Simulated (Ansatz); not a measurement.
Relaxing a structure of Ba

The start is a generated trial cell of Ba in the AFLOW prototype A_hR1_166_a (A10, as in Hg). A full variable-cell relaxation at zero pressure is run with r2SCAN (plane waves to 500 eV, PAW, scalar-relativistic; Ansatz, a first-principles code). First-step values are on the input's coarse k-mesh.

Ansatz input (later rounds restart from its end on a renewed k-mesh):
Ansatz 0.2 input:
```yaml
crystal:
  lattice:
    - [2.4222128, 1.3984652, 3.1121895]
    - [-2.4222128, 1.3984652, 3.1121895]
    - [0, -2.7969304, 3.1121895]
  atoms:
    - { symbol: Ba, position: [0, 0, 0] }
basis: { ecutwfc: 500, ecutrho_ratio: 4, xc_grid: 4, fft_grid_basis: typed }
kpoints: { mp_grid: { grid: [9, 9, 9] } }
hamiltonian:
  xc: r2scan
  dispersion: none
  pseudopotentials: { azcp: { folder: ./paw }, kind: paw }
scf: { occupations: { method: fermi_dirac, width: 0.05 } }
relax: { f_tol: 0.01, max_steps: 100, cell: { stress_tol: 0.02 } }
output: { forces: true, stress: true }
```

Task: Does the structure survive the relaxation? Give the final space group.

Result: The space group goes from R-3m (No. 166) to Fm-3m (No. 225); the end is fcc (Cu type), with 1 atom in the primitive cell.

Task: How does the volume per atom move from start to end?

Result: +6.3 %, from 63.25 to 67.23 Å³/atom.

Task: Give the final cell and atomic positions.

Result: 
```cif
data_Ba4
_chemical_formula_sum 'Ba4'
_space_group_name_H-M_alt 'Fm-3m'
_space_group_IT_number 225
_space_group_name_Hall '-F 4 2 3'
_cell_length_a 6.45454
_cell_length_b 6.45454
_cell_length_c 6.45454
_cell_angle_alpha 90.000
_cell_angle_beta 90.000
_cell_angle_gamma 90.000
loop_
_atom_site_label
_atom_site_type_symbol
_atom_site_symmetry_multiplicity
_atom_site_Wyckoff_symbol
_atom_site_fract_x
_atom_site_fract_y
_atom_site_fract_z
_atom_site_occupancy
Ba1 Ba 4 a 0.00000 0.00000 0.00000 1
```
(The calculation used a cell of 1 atom; values per cell refer to that cell.)

Final values are on a 13×13×13 k-mesh of the relaxed cell. No spin polarisation in the result.

The run could not lose the symmetry of its start, so the end can be a saddle point.

The relaxed structure here is a generated cell of Ba: the first start was made by placing the elements on the sites of a structure type, and the end was not matched to a known phase here, so it may be hypothetical. Known forms of Ba include space group No. 229.
